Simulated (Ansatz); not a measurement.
A distorted cell of CsPbBr3 (cubic perovskite):

```xyz
5
Lattice="6.0028 0.0000 0.0000 0.0000 6.0028 0.0000 0.0000 0.0000 6.0028" Properties=species:S:1:pos:R:3 pbc="T T T"
Cs    -0.8980    -0.8980     0.0000
Pb     3.0014     3.0014     3.0014
Br     0.0000     3.0014     3.0014
Br     3.0014     3.0014     0.0000
Br     3.0014     0.0000     3.0014
```

Computed with PBE (plane waves to 420 eV, PAW, scalar-relativistic; Ansatz, a quantum-chemistry and plane-wave program). k mesh 5×5×5 (Γ-centred), Fermi-Dirac smearing 0.05 eV. The energy includes the smearing's −TS. Stress and pressure are positive under compression. CsPbBr3 was relaxed with its symmetry unable to fall. Spin-orbit coupling is left out, though Pb is heavy. The PAW data are Ansatz's earlier set. This is a high-temperature form of CsPbBr3.

**Question.** Predict the force on every atom, in eV/Å.

**Answer.** 
```csv
atom,Fx,Fy,Fz
Cs1,1.293,1.293,0.000
Pb2,-0.174,-0.174,0.000
Br3,-0.062,0.014,0.000
Br4,-1.072,-1.072,0.000
Br5,0.014,-0.062,0.000
```

**Question.** What is the stress tensor (GPa)?

**Answer.** 
```
   2.14     2.04     0.00
   2.04     2.14     0.00
   0.00     0.00     0.89
```
The pressure, a third of the trace, is 1.72 GPa.

**Question.** In it atom 1 sits (-0.898, -0.898, 0.000) Å away from its relaxed site. What is its energy relative to the relaxed cell?

**Answer.** 489 meV/cell.

(For displaced atoms, the force is minus the slope of the energy, and its curvature is a force constant, which sets phonon frequencies.)
